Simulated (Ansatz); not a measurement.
ZnSe:
```yaml
crystal:
  lattice:
    - [3.82062, 0.00000, 0.00000]
    - [0.00000, 3.82062, 0.00000]
    - [0.00000, 0.00000, 6.89037]
  atoms:
    - { symbol: Zn, position: [0.00000, 0.50000, 0.00000] }
    - { symbol: Zn, position: [0.50000, 0.00000, 0.50000] }
    - { symbol: Se, position: [0.00000, 0.00000, 0.25000] }
    - { symbol: Se, position: [0.00000, 0.00000, 0.75000] }
```

Relaxed with PBE. Special points in fractions of this cell's reciprocal vectors: Γ (0.000, 0.000, 0.000); X (0.000, 0.500, 0.000); M (0.500, 0.500, 0.000); Z (0.000, 0.000, 0.500); R (0.000, 0.500, 0.500); A (0.500, 0.500, 0.500).

Task: List the band energies nearest the Fermi level at these points for the program Ansatz at the PBE level (PAW).

Result: In eV from the Fermi level; about four levels below and three above (degenerate sets whole), none deeper than 8.9 eV; points with the same levels are listed once.

```
k                          below                above
-  -----------------------------  -------------------
Γ        -1.23 -0.74 -0.40 -0.40  2.92 3.86 4.90 4.90
X        -1.57 -0.44 -0.36 -0.19  1.75 4.35 5.70 5.70
M  -4.80 -4.80 -4.57 -3.24 -3.24  0.34 0.42 1.68 1.68
Z        -1.70 -1.70 -1.03 -1.03  1.53 1.53 4.53 4.53
R        -3.37 -3.36 -1.43 -0.43       1.88 1.92 3.06
A        -3.49 -3.49 -2.44 -2.44  1.15 1.15 2.81 2.81
```

Space group P4_2/mmc. A made-up cell: these elements were put on the sites of a structure type; neither database checked (COD, Materials Project) lists it. It is not the phase usual at ambient conditions (space group No. 216). The PBE relaxation kept the symmetry of its start; its stability against distortions is not shown here. Scalar-relativistic: spin–orbit coupling is off unless named, which matters more the heavier the elements.

Potentials: the later of the program's two PAW sets.
